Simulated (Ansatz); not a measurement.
**Nb: tetragonal deformation path**

Level of theory: DFT r2SCAN, scalar-relativistic, plane waves, PAW in Ansatz 0.2.0. Settings: plane waves to 500 eV, k-mesh 22×22×22 (Γ-centred), Gaussian smearing 0.15 eV. No spin polarisation. Energies are free energies at this smearing, counted from the undisturbed cell; pressure is positive in compression.

The undisturbed cell (as given, not relaxed at this level; it stands at -2.0 GPa; this fcc form isn't the usual structure):

```xyz
1
Lattice="0.0000 2.1150 2.1150 2.1150 0.0000 2.1150 2.1150 2.1150 0.0000" Properties=species:S:1:pos:R:3 pbc="T T T"
Nb    0.0000    0.0000    0.0000
```

At fixed volume and fractional coordinates, lengths along (0.000, 0.000, 1.000) are scaled against those across it; ρ is that ratio over its starting value. The cell is metallic on the mesh throughout. At ρ = 0.707 the cell becomes cubic (Im-3m), and there the slope of the energy vanishes by symmetry.

```csv
ρ,ΔE (meV/atom),pressure (GPa)
0.650,-289.0,-7.3
0.707,-311.0,-7.8
0.780,-271.3,-7.1
0.850,-175.1,-5.3
0.920,-64.5,-3.3
0.960,?,?
1.000,0.0,-2.0
1.050,?,?
1.100,-71.7,-3.4
1.200,-165.7,-4.8
1.300,-186.1,-4.8
1.414,?,?
1.500,?,?
```

All sampled points lie below the start, which is a maximum along this line.

Problem. Give the withheld values.

Solution. ΔE (meV/atom) at ρ = 0.960: -17.5; pressure (GPa) at ρ = 0.960: -2.4; ΔE (meV/atom) at ρ = 1.050: -22.7; pressure (GPa) at ρ = 1.050: -2.5; ΔE (meV/atom) at ρ = 1.414: -114.9; pressure (GPa) at ρ = 1.414: -3.1; ΔE (meV/atom) at ρ = 1.500: -3.4; pressure (GPa) at ρ = 1.500: -0.8.